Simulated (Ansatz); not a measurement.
The elements of this relaxed trial sheet are hidden behind letters. This is a two-dimensional sheet: the third axis spans vacuum and isn't periodic.

```
lattice vectors (Å)
   3.1151    0.0025    0.0000
  -0.0024    2.9950    0.0000
   0.0000    0.0000   28.9423
fractional positions
X 0.1623 0.1678 0.2930
Z 0.1623 0.6678 0.3252
Q 0.6623 0.1678 0.2618
```

The calculation used DFT PBE, scalar-relativistic, plane waves, PAW (Ansatz). The final run on the 3-atom cell used 420 eV, a Γ-centred 10×10×1 mesh, 0.02 eV smearing and no spin polarisation.

| Quantity | Value |
| --- | --- |
| Layer group | pmm2 (No. 23) |
| In-plane cell | a = 3.115 Å, b = 2.995 Å, γ = 90.0° |
| Area per atom | 3.11 Å² |
| Thickness between the outermost nuclei | 1.84 Å |
| Formation energy | −1.196 eV/atom |
| Gap on the 10×10×1 mesh of the 3-atom cell | 0.85 eV |

Energies are uncorrected and count from the elements' standard states at the same level.

Q: X is a d-block element of period 4, Z is a p-block element of period 2 and Q is a p-block element of period 2. Which elements are they?

A: X = V, Z = N, Q = O, so the formula is VNO. V at height 0.90 Å has 2 N at 1.76 Å and 2 O at 1.80 Å; N at height 1.84 Å has 2 V at 1.76 Å; O at height 0.00 Å has 2 V at 1.80 Å. Other elements may fit the hints; this set was computed.

Kohn–Sham gaps at this level usually fall short of measured ones. No Hubbard U is applied to the 3d shell of V. Trial moments died out on the coarse mesh, so the last step has no spin; another magnetic start might hold. Symmetry constrained the relaxation, so the result can be a saddle point.
